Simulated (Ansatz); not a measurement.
BAs:
```yaml
crystal:
  lattice:
    - [0.00000, 2.39195, 2.39195]
    - [2.39195, 0.00000, 2.39195]
    - [2.39195, 2.39195, 0.00000]
  atoms:
    - { symbol: As, position: [0.75000, 0.75000, 0.75000] }
    - { symbol: B, position: [0.00000, 0.00000, 0.00000] }
```

x, y and z are the axes in which the lattice vectors are written.

### Question
Give the high-frequency dielectric tensor and the Born effective charge tensors of the independent atoms from DFPT, DFT-r²SCAN in the program Ansatz with PAW potentials.

### Answer

ε∞:
```
9.32  0.00  0.00
0.00  9.32  0.00
0.00  0.00  9.32
```
Z* of atom 1 (As), rows: field, columns: displacement, in e:
```
0.37  0.00  0.00
0.00  0.37  0.00
0.00  0.00  0.37
```
Z* of atom 2 (B), rows: field, columns: displacement, in e:
```
-0.37   0.00   0.00
 0.00  -0.37   0.00
 0.00   0.00  -0.37
```

Static charges for comparison (Bader): As1 -0.21, B2 +0.21 e. Born charges measure polarisation by displacement and can exceed these by far.

Space group F-43m (zinc blende). The r²SCAN relaxation kept the symmetry of its start. Scalar-relativistic: spin–orbit coupling is off unless named, which matters more the heavier the elements.

Potentials: the later of the program's two PAW sets.
